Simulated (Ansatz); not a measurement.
TiC₂:
```yaml
crystal:
  lattice:
    - [2.67033, 0.00000, 0.00000]
    - [-1.33517, 2.31257, 0.00000]
    - [0.00000, 0.00000, 3.86344]
  atoms:
    - { symbol: Ti, position: [0.00000, 0.00000, 0.00000] }
    - { symbol: C, position: [0.33333, 0.66667, 0.50000] }
    - { symbol: C, position: [0.66667, 0.33333, 0.50000] }
```

Relaxed with PBE. Special points in fractions of this cell's reciprocal vectors: Γ (0.000, 0.000, 0.000); M (0.500, 0.000, 0.000); K (0.333, 0.333, 0.000); A (0.000, 0.000, 0.500); L (0.500, 0.000, 0.500); H (0.333, 0.333, 0.500).

Question: List the band energies nearest the Fermi level at these points for DFT-PBE in the program Ansatz with PAW potentials.

Answer: In eV from the Fermi level; about four levels below and three above (degenerate sets whole), none deeper than 8.9 eV; points with the same levels are listed once.

```csv
k,below,above
Γ,-6.51 -6.51 -4.25,0.54 0.54 2.06 2.06
M,-7.87 -3.67 -2.25,1.03 1.05 3.73
K,-5.88 -5.88 -0.45 -0.45,1.89 3.74 3.74
A,-6.35 -6.35 -2.60,0.08 0.08 0.44 0.44
L,-6.50 -5.62 -0.60,0.13 1.19 2.20
H,-5.42 -5.42,0.55 0.92 0.92
```

Space group P6/mmm. The start of the workflow was typed in or built on a structure type; neither database checked (COD, Materials Project) lists it. Its standing as an ambient phase is unchecked. The cell was relaxed with PBE under the symmetry of its start; whether a distortion lowers the energy is not shown. No spin polarisation was allowed. The volume moved by 22 % from the start of the relaxation. Its formation energy is positive at this level, so the cell may be metastable or incomplete.

Potentials: the earlier of the program's two PAW sets.
